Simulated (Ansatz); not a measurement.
input.yaml

```yaml
crystal:
  lattice:
    - [4.7353763396, 0.0, 0.0]
    - [-2.3676881698, 4.1009562066, 0.0]
    - [0.0, 0.0, 3.787159185]
  atoms:
    - { symbol: Co, position: [0.1664728971, 0.3329457942, 0.75] }
    - { symbol: Co, position: [0.6670542058, 0.8335271029, 0.75] }
    - { symbol: Co, position: [0.1664728971, 0.8335271029, 0.75] }
    - { symbol: Co, position: [0.8335271029, 0.6670542058, 0.25] }
    - { symbol: Co, position: [0.3329457942, 0.1664728971, 0.25] }
    - { symbol: Co, position: [0.8335271029, 0.1664728971, 0.25] }
    - { symbol: Si, position: [0.6666666667, 0.3333333333, 0.75] }
    - { symbol: Si, position: [0.3333333333, 0.6666666667, 0.25] }
basis:
  ecutwfc: 420
kpoints:
  mp_grid: { grid: [12, 12, 10] }
hamiltonian:
  xc: pbesol
scf:
  occupations: { method: gaussian, width: 0.1 }
output:
  forces: true
  stress: true
  eigenvalues: true
relax:
  adjacent_minimum: "off"
  f_tol: 0.01
  max_steps: 30
  cell: { stress_tol: 0.1, fix: [volume] }
```

Run as
```bash
ansatz run input.yaml --threads 2 --pin off --max-ram 5120MiB --backend cpu --events-out ev --progress --plain --runs-dir out
```

These are results of DFT PBEsol, scalar-relativistic, plane waves, PAW in Ansatz 0.2.0, not measurements.

Abridged output:

```
Pseudopotentials: kind: paw
Pseudopotential: Co, paw, valence charge 17, recommended cutoff 420 eV (normal)
Pseudopotential: Si, paw, valence charge 4, recommended cutoff 420 eV (normal)
Functional definition: PBEsol
Crystal: 8 atoms, lattice volume = 73.545 Å³
Basis set: ecut = 420 eV, 1423 PW (Γ), exchange–correlation on 64×64×54 points (8 copies of the dense FFT grid, shifted against one another)
Bands: 66, of which v1, the nominal top of the filled ones, is band 55 counted from 1 (54 counted from 0)
Symmetry: 24 space group operations
Space group: P63/mmc (ITA 194), of the structure as read, at distance tolerance 4.2e-5 Å
k-points: 114 of 1440
Initial density: superposition of atomic densities (neutral atoms: chi_scale 0, normalization atom), corrected by the library's trained network
Initial wavefunctions: pseudopotential atomic-orbital guess
Functional: x = pbesol(κ = 0.804, μ = 0.12345679), c = pbesol(β = 0.046)
SCF iter   1: F=—  HF=-31803.168633 eV  |F-HF|=—  |Δ(HF+E_count)|=         —  Δρ=3.02e-2  dr2=3.47e-1  ethr=1.77e-3  ⟨swp⟩=5.7  Hψ=26867  notcnv=0  defer=12
SCF iter   2: F=—  HF=-31803.104034 eV  |F-HF|=—  |Δ(HF+E_count)|=   6.46e-2  Δρ=7.30e-3  dr2=2.27e-2  ethr=3.16e-4  ⟨swp⟩=2.0  Hψ=11749  notcnv=0  defer=411
SCF iter   3: F=—  HF=-31803.099091 eV  |F-HF|=—  |Δ(HF+E_count)|=   4.94e-3  Δρ=2.29e-3  dr2=2.49e-3  ethr=2.06e-5  ⟨swp⟩=2.3  Hψ=11522  notcnv=0  defer=411
SCF iter   4: F=—  HF=-31803.098244 eV  |F-HF|=—  |Δ(HF+E_count)|=   8.46e-4  Δρ=4.99e-4  dr2=1.14e-4  ethr=2.26e-6  ⟨swp⟩=2.0  Hψ=10362  notcnv=0  defer=411
SCF iter   5: F=—  HF=-31803.098278 eV  |F-HF|=—  |Δ(HF+E_count)|=   3.39e-5  Δρ=2.00e-4  dr2=2.07e-5  ethr=1.04e-7  ⟨swp⟩=2.0  Hψ=13389  notcnv=0  defer=411
SCF iter   6: F=—  HF=-31803.098284 eV  |F-HF|=—  |Δ(HF+E_count)|=   5.98e-6  Δρ=7.24e-5  dr2=1.88e-6  ethr=1.88e-8  ⟨swp⟩=2.0  Hψ=10539  notcnv=0  defer=411
SCF iter   7: F=-31803.098284 eV  HF=-31803.098284 eV  |F-HF|=3.78e-8  |Δ(HF+E_count)|=   2.57e-7  Δρ=8.66e-6  dr2=4.26e-8  ethr=9.09e-11  ⟨swp⟩=8.1  Hψ=34532  notcnv=0
SCF 1 converged in 7 iterations: F = -31803.098284 eV  dr2 = 4.26e-8
relax step   1: F+E_penalty+E_count = -31803.09828398 eV  Δ(F+E_penalty+E_count) = +0.000e0 eV  max|allowed force component| = 9.780e-3 eV/Å  Δτ_max = 0.0000 Å  P = +31.962 GPa  Ω = 73.545 Å³  fix = [volume]  reactions: volume +31.962 GPa (7 SCF iters, dr2 threshold 1.00e-7 eV, accepted)
Initial density: handed on by an earlier stage of this run
Initial wavefunctions: those handed on with the density
SCF iter   1: F=—  HF=-31803.098315 eV  |F-HF|=—  |Δ(HF+E_count)|=         —  Δρ=5.67e-5  dr2=1.61e-6  ethr=1.26e-9  ⟨swp⟩=3.0  Hψ=34976  notcnv=0
SCF iter   2: F=—  HF=-31803.098315 eV  |F-HF|=—  |Δ(HF+E_count)|=   2.80e-7  Δρ=2.99e-5  dr2=6.43e-7  ethr=1.26e-9  ⟨swp⟩=1.0  Hψ=7524  notcnv=0
SCF iter   3: F=-31803.098315 eV  HF=-31803.098315 eV  |F-HF|=2.87e-8  |Δ(HF+E_count)|=   1.96e-7  Δρ=5.64e-6  dr2=3.68e-8  ethr=5.84e-10  ⟨swp⟩=2.0  Hψ=9701  notcnv=0
SCF iter   4: F=-31803.098315 eV  HF=-31803.098315 eV  |F-HF|=9.50e-10  |Δ(HF+E_count)|=   8.25e-9  Δρ=2.37e-6  dr2=1.69e-9  ethr=3.35e-11  ⟨swp⟩=2.1  Hψ=10976  notcnv=0
SCF iter   5: F=-31803.098315 eV  HF=-31803.098315 eV  |F-HF|=3.24e-10  |Δ(HF+E_count)|=  8.37e-11  Δρ=8.00e-7  dr2=2.77e-10  ethr=1.54e-12  ⟨swp⟩=2.4  Hψ=12412  notcnv=0
SCF iter   6: F=-31803.098315 eV  HF=-31803.098315 eV  |F-HF|=2.91e-11  |Δ(HF+E_count)|=  6.55e-11  Δρ=1.82e-7  dr2=1.44e-11  ethr=1.00e-12  ⟨swp⟩=1.3  Hψ=18796  notcnv=0
SCF 2 converged in 6 iterations: F = -31803.098315 eV  dr2 = 1.44e-11
relax step   2: F+E_penalty+E_count = -31803.09831463 eV  Δ(F+E_penalty+E_count) = -3.065e-5 eV  max|allowed force component| = 4.879e-3 eV/Å  Δτ_max = 0.0001 Å  P = +31.959 GPa  Ω = 73.545 Å³  energy of the carried Pulay correction = +3.149e-7 eV  fix = [volume]  reactions: volume +31.959 GPa (6 SCF iters, dr2 threshold 1.38e-7 eV, accepted)
SCF iter   1: F=—  HF=-31803.098329 eV  |F-HF|=—  |Δ(HF+E_count)|=         —  Δρ=6.49e-5  dr2=2.11e-6  ethr=1.58e-9  ⟨swp⟩=3.0  Hψ=35698  notcnv=0
SCF iter   2: F=—  HF=-31803.098329 eV  |F-HF|=—  |Δ(HF+E_count)|=   4.24e-7  Δρ=3.55e-5  dr2=8.63e-7  ethr=1.58e-9  ⟨swp⟩=1.0  Hψ=7524  notcnv=0
SCF iter   3: F=-31803.098328 eV  HF=-31803.098328 eV  |F-HF|=2.66e-8  |Δ(HF+E_count)|=   2.81e-7  Δρ=5.80e-6  dr2=3.60e-8  ethr=7.85e-10  ⟨swp⟩=2.0  Hψ=9890  notcnv=0
SCF iter   4: F=-31803.098328 eV  HF=-31803.098328 eV  |F-HF|=1.08e-9  |Δ(HF+E_count)|=   6.82e-9  Δρ=2.57e-6  dr2=1.96e-9  ethr=3.28e-11  ⟨swp⟩=2.0  Hψ=11052  notcnv=0
SCF iter   5: F=-31803.098328 eV  HF=-31803.098328 eV  |F-HF|=2.69e-10  |Δ(HF+E_count)|=  2.11e-10  Δρ=7.47e-7  dr2=2.57e-10  ethr=1.78e-12  ⟨swp⟩=2.0  Hψ=10768  notcnv=0
SCF iter   6: F=-31803.098328 eV  HF=-31803.098328 eV  |F-HF|=1.46e-11  |Δ(HF+E_count)|=  5.46e-11  Δρ=2.05e-7  dr2=1.78e-11  ethr=1.00e-12  ⟨swp⟩=1.9  Hψ=20430  notcnv=0
SCF 3 converged in 6 iterations: F = -31803.098328 eV  dr2 = 1.78e-11
relax step   3: F+E_penalty+E_count = -31803.09832822 eV  Δ(F+E_penalty+E_count) = -1.359e-5 eV  max|allowed force component| = 2.399e-4 eV/Å  Δτ_max = 0.0001 Å  P = +31.956 GPa  Ω = 73.545 Å³  energy of the carried Pulay correction = +7.180e-7 eV  fix = [volume]  reactions: volume +31.956 GPa (6 SCF iters, dr2 threshold 4.32e-8 eV, accepted)
Initial wavefunctions: pseudopotential atomic-orbital guess (no wavefunctions were taken with the density)
SCF iter   1: F=—  HF=-31803.098330 eV  |F-HF|=—  |Δ(HF+E_count)|=         —  Δρ=5.70e-5  dr2=5.00e-8  ethr=1.96e-7  ⟨swp⟩=3.1  Hψ=47017  notcnv=0
SCF iter   2: F=—  HF=-31803.098330 eV  |F-HF|=—  |Δ(HF+E_count)|=   5.10e-7  Δρ=2.90e-5  dr2=1.30e-8  ethr=4.55e-11  ⟨swp⟩=3.1  Hψ=17846  notcnv=0
SCF iter   3: F=-31803.098330 eV  HF=-31803.098330 eV  |F-HF|=1.82e-11  |Δ(HF+E_count)|=   6.03e-8  Δρ=7.69e-7  dr2=7.07e-11  ethr=1.18e-11  ⟨swp⟩=1.0  Hψ=7524  notcnv=0
SCF iter   4: F=-31803.098330 eV  HF=-31803.098330 eV  |F-HF|=0.00e0  |Δ(HF+E_count)|=    0.00e0  Δρ=2.51e-7  dr2=7.69e-12  ethr=1.00e-12  ⟨swp⟩=1.0  Hψ=7524  notcnv=0
SCF iter   5: F=-31803.098330 eV  HF=-31803.098330 eV  |F-HF|=3.64e-12  |Δ(HF+E_count)|=  3.64e-12  Δρ=9.01e-8  dr2=1.25e-12  ethr=1.00e-12  ⟨swp⟩=1.0  Hψ=7524  notcnv=0
SCF iter   6: F=-31803.098330 eV  HF=-31803.098330 eV  |F-HF|=1.09e-11  |Δ(HF+E_count)|=  1.09e-11  Δρ=3.18e-8  dr2=1.93e-13  ethr=1.00e-12  ⟨swp⟩=1.0  Hψ=7524  notcnv=0
SCF iter   7: F=-31803.098330 eV  HF=-31803.098330 eV  |F-HF|=3.64e-12  |Δ(HF+E_count)|=  3.64e-12  Δρ=1.68e-8  dr2=4.39e-14  ethr=1.00e-12  ⟨swp⟩=1.7  Hψ=16652  notcnv=0
SCF 4 converged in 7 iterations: F = -31803.098330 eV  dr2 = 4.39e-14
SCF converged after 7 iterations
Free energy (F): -31803.098330 eV
Harris-Foulkes:  -31803.098330 eV  (|F-HF|=3.64e-12)
Internal energy: -31803.055051 eV  (E = F + TS)
E sigma→0 (E₀):  -31803.076691 eV
Entropy (-TS):   -0.043279 eV (-5.410 meV/atom)
Fermi energy:    21.228670 eV
--- Per-component energies (eV) ---
  E_band       = -1102.076273
  E_kinetic    = 2865.788461
  E_local      = -18057.114114  (includes V_loc(G=0)·N_el)
  E_nonlocal   = 2791.074871
  E_hartree    = 7798.875381
  E_xc         = -1078.292722
  E_vxc        = -1350.613854  (∫ρ·V_xc dr)
  E_paw        = -9903.849208  (= ΣΔE_a)
  E_vpaw       = -2948.962859  (= ΣTr[D̂ρ^β])
  E_aug_tail   = 0.000442  (compensation charges beyond the density's cutoff)
  E_ewald      = -16220.731799
  E_core_change = 1.193637  (= ΣΔE_core)
  E_smearing   = -0.043279  (= −TS)
--- Forces (eV/Å), atoms counted from 1 ---
  atom   1  Co     0.00000000    -0.00024300     0.00000000
  atom   2  Co     0.00021044     0.00012150     0.00000000
  atom   3  Co    -0.00021044     0.00012150     0.00000000
  atom   4  Co     0.00000000     0.00024300     0.00000000
  atom   5  Co    -0.00021044    -0.00012150     0.00000000
  atom   6  Co     0.00021044    -0.00012150     0.00000000
  atom   7  Si     0.00000000     0.00000000     0.00000000
  atom   8  Si     0.00000000     0.00000000     0.00000000
--- Stress (GPa, compression-positive) ---
       31.954904       0.000000       0.000000
        0.000000      31.954904       0.000000
        0.000000       0.000000      31.957581
  P = ⅓ Tr σ = 31.9558 GPa (319.558 kbar)
--- Band table (eV; the first three rows and the last of 114) ---
  k-point 0: bands = ["-73.5783", "-73.5013", "-73.5013", "-73.4917", "-73.4596", "-73.4596", "-37.2231", "-37.2187", "-37.1142", "-37.0848", "-37.0848", "-37.0637", "-37.0637", "-37.0481", "-37.0481", "-36.9456", "-36.8560", "-36.8560", "-36.7919", "-36.7914", "-36.7719", "-36.7719", "-36.7670", "-36.7670", "8.2293", "12.3572", "15.5292", "15.8988", "15.8988", "15.9032", "15.9032", "16.1301", "16.3007", "16.8188", "16.8188", "17.2309", "17.2309", "17.8319", "18.5302", "18.6688", "18.7632", "19.0139", "19.0139", "19.1671", "19.1671", "20.1684", "20.1684", "20.3369", "20.3369", "20.6785", "20.6785", "20.7559", "20.7559", "20.8717", "21.7241", "21.9002", "21.9448", "22.2132", "22.5652", "22.56 ...
  k-point 1: bands = ["-73.5761", "-73.5003", "-73.5003", "-73.4938", "-73.4607", "-73.4607", "-37.2200", "-37.2179", "-37.1168", "-37.1168", "-37.1094", "-37.0581", "-37.0581", "-37.0253", "-37.0253", "-36.9418", "-36.8524", "-36.8524", "-36.8004", "-36.7957", "-36.7722", "-36.7722", "-36.7667", "-36.7667", "8.3323", "12.2975", "15.5830", "15.9047", "15.9047", "15.9626", "15.9626", "15.9741", "16.2069", "16.8686", "16.8686", "17.2308", "17.2308", "17.7491", "18.5388", "18.8236", "18.8360", "19.1002", "19.1002", "19.1195", "19.1195", "20.1562", "20.1562", "20.2568", "20.2568", "20.6995", "20.6995", "20.7457", "20.7476", "20.7476", "21.6937", "21.8356", "21.9405", "22.1776", "22.4653", "22.46 ...
  k-point 2: bands = ["-73.5699", "-73.4999", "-73.4974", "-73.4974", "-73.4636", "-73.4636", "-37.2157", "-37.2132", "-37.1475", "-37.1475", "-37.0935", "-37.0831", "-37.0831", "-36.9760", "-36.9760", "-36.9310", "-36.8454", "-36.8454", "-36.8264", "-36.8066", "-36.7730", "-36.7730", "-36.7664", "-36.7664", "8.6358", "12.1077", "15.4395", "15.6096", "15.9282", "15.9282", "16.1077", "16.1077", "16.2648", "17.0113", "17.0113", "17.2560", "17.2560", "17.7002", "18.3141", "18.9926", "18.9926", "19.0020", "19.3227", "19.3227", "19.4395", "20.1015", "20.1015", "20.1047", "20.1047", "20.3728", "20.6821", "20.6821", "20.7516", "20.7516", "21.4696", "21.7944", "21.9279", "22.0662", "22.2071", "22.20 ...
  k-point 113: bands = ["-73.5078", "-73.5078", "-73.5077", "-73.5077", "-73.4805", "-73.4805", "-37.1457", "-37.1457", "-37.1204", "-37.1204", "-37.0887", "-37.0887", "-36.9600", "-36.9600", "-36.9566", "-36.9566", "-36.8780", "-36.8780", "-36.8745", "-36.8745", "-36.8179", "-36.8179", "-36.7986", "-36.7986", "11.7027", "11.7027", "13.6808", "13.6808", "15.0346", "15.0346", "16.7456", "16.7456", "17.0848", "17.0848", "17.7599", "17.7599", "17.8514", "17.8514", "18.1077", "18.1077", "18.7955", "18.7955", "19.0963", "19.0963", "19.2766", "19.2766", "19.9045", "19.9045", "20.0421", "20.0421", "20.6853", "20.6853", "20.7781", "20.7781", "21.1976", "21.1976", "21.5373", "21.5373", "21.5400", "21 ...
--- Relaxed structure (3 steps of the walk, 3 accepted, 1 SCFs on fresh bases) ---
  F+E_penalty+E_count = -31803.09833045 eV   max|allowed force component| = 2.430e-4 eV/Å   (the final SCF, on the basis selected at the relaxed cell)
  cell:  # Å, volume = 73.5450 Å³
    - [4.73430276, 0.0, 0.0]
    - [-2.36715138, 4.10002646, 0.0]
    - [0.0, 0.0, 3.78887697]
  atoms:
    - { symbol: Co, position: [0.16650122, 0.33300244, 0.75] }
    - { symbol: Co, position: [0.66699755, 0.83349877, 0.75] }
    - { symbol: Co, position: [0.16650122, 0.83349877, 0.75] }
    - { symbol: Co, position: [0.83349877, 0.66699755, 0.25] }
    - { symbol: Co, position: [0.33300244, 0.16650122, 0.25] }
    - { symbol: Co, position: [0.83349877, 0.16650122, 0.25] }
    - { symbol: Si, position: [0.66666666, 0.33333333, 0.75] }
    - { symbol: Si, position: [0.33333333, 0.66666666, 0.25] }
```

The relaxation met its thresholds.

Time: 75 s on 2 threads of Arm Neoverse V1, with other jobs on the host, peak memory 0.69 GiB.

Spin polarisation was left out, and a magnetic state may lie lower.